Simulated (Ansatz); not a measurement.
ZnCu (CsCl type)

```
CELL_PARAMETERS angstrom
      2.90828     0.00000     0.00000
      0.00000     2.90828     0.00000
      0.00000     0.00000     2.90828
ATOMIC_POSITIONS crystal
  Zn 0.00000 0.00000 0.00000
  Cu 0.50000 0.50000 0.50000
```

The slice is a {110} plane (indices of the conventional cell) through the point (0.500, 0.500, 0.500) (fractional), spanned by u = [100] and v = [011] in vectors of this cell: u (2.91 Å) and v (4.11 Å, at 90° to u). It covers one period; positions are fractions (u, v).

All values below come from PBEsol (plane waves to 420 eV, PAW, scalar-relativistic; Ansatz, a program for electronic structure). k mesh 16×16×16. Inside the PAW spheres the values are not all-electron values, and peaks at nuclei hang on which shells count as valence. ZnCu is run without spin polarisation. ZnCu was relaxed with its symmetry unable to fall.

Three fields on this plane, each scaled to ten steps between its own extremes (0 low, 9 high; the total valence density on a logarithmic scale, the potential cut 8 eV below its top; x marks points blanked near nuclei; v = 0 in the bottom row):

Map A
```
|xxxxxx389983xxxxx|
|xxxxxx589985xxxxx|
|xxxxxx689986xxxxx|
|xxxxx47888874xxxx|
|xxxx3566666653xxx|
|23455543223455543|
|776642xxxxxx24667|
|98751xxxxxxxx1578|
|9974xxxxxxxxxx479|
|9860xxxxxxxxxx068|
|986xxxxxxxxxxxx68|
|985xxxxxxxxxxxx58|
|986xxxxxxxxxxxx68|
|9860xxxxxxxxxx068|
|9974xxxxxxxxxx479|
|98751xxxxxxxx1578|
|776642xxxxxx24667|
|23455543223455543|
|xxxx3566666653xxx|
|xxxxx47888874xxxx|
|xxxxxx689986xxxxx|
|xxxxxx589985xxxxx|
|xxxxxx389983xxxxx|
|xxxxxx379973xxxxx|
```

Map B
```
|xxxxxx830038xxxxx|
|xxxxxx720027xxxxx|
|xxxxxx520025xxxxx|
|xxxxx84211248xxxx|
|xxxx8644334468xxx|
|99876678888766789|
|444569xxxxxx96544|
|11359xxxxxxxx9531|
|0137xxxxxxxxxx731|
|0139xxxxxxxxxx931|
|014xxxxxxxxxxxx41|
|015xxxxxxxxxxxx51|
|014xxxxxxxxxxxx41|
|0139xxxxxxxxxx931|
|0137xxxxxxxxxx731|
|11359xxxxxxxx9531|
|444569xxxxxx96544|
|99876678888766789|
|xxxx8644334468xxx|
|xxxxx84211248xxxx|
|xxxxxx520025xxxxx|
|xxxxxx720027xxxxx|
|xxxxxx830038xxxxx|
|xxxxxx930039xxxxx|
```

Map C
```
|xxxxxx036630xxxxx|
|xxxxxx047740xxxxx|
|xxxxxx268862xxxxx|
|xxxxx25899852xxxx|
|xxxx2566666652xxx|
|01235543333455321|
|446653xxxxxx35664|
|88753xxxxxxxx3578|
|9963xxxxxxxxxx369|
|9842xxxxxxxxxx248|
|973xxxxxxxxxxxx37|
|963xxxxxxxxxxxx36|
|973xxxxxxxxxxxx37|
|9842xxxxxxxxxx248|
|9963xxxxxxxxxx369|
|88753xxxxxxxx3578|
|446653xxxxxx35664|
|01235543333455321|
|xxxx2566666652xxx|
|xxxxx25899852xxxx|
|xxxxxx268862xxxxx|
|xxxxxx047740xxxxx|
|xxxxxx036630xxxxx|
|xxxxxx026620xxxxx|
```

Assign the maps to these fields: electron localisation function (ELF); valence electron density; electrostatic potential energy of an electron, from the cell's mean.

A is the electrostatic potential energy of an electron, from the cell's mean; B is the valence electron density; C is the electron localisation function (ELF).
